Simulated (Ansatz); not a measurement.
NbSiB:
Space group Cmcm (No. 63); a = 3.2987 Å, b = 13.5239 Å, c = 3.1866 Å, α = 90.00°, β = 90.00°, γ = 90.00°

```json
[
 {"atom": "Si", "site": "4c", "symmetry": "m2m", "x": "0.0000", "y": "0.7021", "z": "0.2500"},
 {"atom": "B", "site": "4c", "symmetry": "m2m", "x": "0.0000", "y": "0.5324", "z": "0.2500"},
 {"atom": "Nb", "site": "4c", "symmetry": "m2m", "x": "0.0000", "y": "0.0976", "z": "0.7500"}
]
```
(The calculation used a cell of 6 atoms; values per cell refer to that cell.)

Relaxed at zero pressure with plane-wave PAW PBE (Ansatz code).

Q: The volume is raised by 6 % and shape and atoms relax at that volume. What pressure results, and how do the axes share the change?

A: -11.2 GPa; a 2.1 %, b 2.0 %, c 1.8 %; the energy rises by 26 meV/atom.

Q: Give the new structure.

A: 
Space group Cmcm (No. 63); a = 3.367 Å, b = 13.791 Å, c = 3.245 Å, α = β = γ = 90.00°

| atom | site | symmetry | x | y | z |
|---|---|---|---|---|---|
| Si | 4c | m2m | 0.0000 | 0.7009 | 0.2500 |
| B | 4c | m2m | 0.0000 | 0.5314 | 0.2500 |
| Nb | 4c | m2m | 0.0000 | 0.0973 | 0.7500 |

The phase is kept; no other phase was compared at this pressure.

The start of the workflow was typed in or built on a structure type; neither database checked (COD, Materials Project) lists it. Whether it is the stable phase at ambient conditions was not checked. Symmetry was held in the PBE relaxation; its stability against distortions is not shown here. No spin polarisation was allowed.

Potentials: the later of the program's two PAW sets.
